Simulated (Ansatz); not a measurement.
The start is a generated trial cell of C in the simple-cubic structure type. Cell shape, volume and atoms are optimised at zero target pressure with r2SCAN (plane waves to 500 eV, PAW, scalar-relativistic; Ansatz, a program for electronic structure). The first steps use a coarse 11×11×11 k-mesh.

Starting cell:
```
C
1.0
    2.01456     0.00000     0.00000
    0.00000     2.01456     0.00000
    0.00000     0.00000     2.01456
C
1
Cartesian
  0.00000   0.00000   0.00000
```

Q: What pressure does the first self-consistent step give?

A: -56 GPa (negative: the cell is under tension).

Q: How much energy is released per atom?

A: 0.67 to 0.70 eV/atom (the two k-meshes of the run give this range).

Q: How does the volume per atom move from start to end?

A: -31.2 %, from 8.18 to 5.63 Å³/atom.

Q: How do the shortest distances between atoms change?

A: The closest pairs of elements (up to four, under 3.6 Å), start → end: C–C 2.01 → 1.78 Å.

Q: Is the relaxed structure metallic? Give its gap.

A: Zero (metallic).

Q: Give the final cell and atomic positions.

A: 
```cif
data_C
_chemical_formula_sum 'C1'
_space_group_name_H-M_alt 'Pm-3m'
_space_group_IT_number 221
_space_group_name_Hall '-P 4 2 3'
_cell_length_a 1.77870
_cell_length_b 1.77870
_cell_length_c 1.77870
_cell_angle_alpha 90.000
_cell_angle_beta 90.000
_cell_angle_gamma 90.000
loop_
_atom_site_label
_atom_site_type_symbol
_atom_site_symmetry_multiplicity
_atom_site_Wyckoff_symbol
_atom_site_fract_x
_atom_site_fract_y
_atom_site_fract_z
_atom_site_occupancy
C1 C 1 a 0.00000 0.00000 0.00000 1
```

The space group stays Pm-3m (No. 221) (the run could not lower it); the end is simple cubic type, with 1 atom in the primitive cell. Final values are on a 26×26×26 k-mesh of the relaxed cell. No spin polarisation in the result.

The run could not lower the symmetry of its start; a shaken copy of this end point relaxes with r2SCAN to C2/m (No. 12) at a tolerance of 0.01 Å, Cmmm (No. 65) at 0.1 Å, 1.01 eV/atom lower.

The relaxed structure here is a generated cell of C: the first start was made by placing the elements on the sites of a structure type, and the end was not matched to a known phase here, so it may be hypothetical. Known forms of C include space group No. 194, 227.
